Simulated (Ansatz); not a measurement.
# CaCoMo, a known structure type with other elements, at an estimated volume

```
Mo Ca Co
1.0
     5.08416    0.00000    0.00000
     0.00000    4.89877    0.00000
     0.00000    0.00000    8.57497
Mo Ca Co
2 2 2
Direct
  0.00000 0.00000 0.54980
  0.50000 0.50000 0.45020
  0.00000 0.00000 0.01270
  0.50000 0.50000 0.98730
  0.00000 0.50000 0.27250
  0.50000 0.00000 0.72750
```

Method: PBE, with U_eff = 4.86 eV on Mo d (all-electron-ortho-atomic projectors), spin-orbit coupling; PAW, plane waves to 420 eV, 4×4×2 (shifted by 0.5, 0, 0.5 steps) mesh, fermi-dirac occupations (width 0.1 eV) (Ansatz 0.2.0), atoms fixed.

The state carries no moments; the state need not be the lowest.

(1) Where is the largest force?

(2) What happens at the Fermi level?

(3) Give the Bader charges.

(4) What does the stress say?

Origin: a known structure type with other elements, at an estimated volume, so it need not be a known compound. Caveats: started without moments under time reversal, so no moment could form; the k mesh is coarse if the cell is a metal.

Answers

(1) The largest is on Co5 (and as large on other atoms): 0.61 eV/Å, components (0.00, 0.00, 0.61). It makes 59° with the line to a nearest neighbour, Mo2 at 2.96 Å.

(2) It is a metal on this mesh, though the bands barely overlap, with about 14 states/eV a cell as the mean within 0.25 eV of the Fermi level, mostly Co d (73 %).

(3) Bader charges in e: Ca +1.07, Co -1.23, Mo +0.16. In the mean Ca gives up most and Co takes most.

(4) The pressure is -9.5 GPa (compression positive), so with the atoms held at these fractions the cell would first shrink. The principal stresses -12.5, -9.7, -6.3 GPa differ, so its shape would change too.
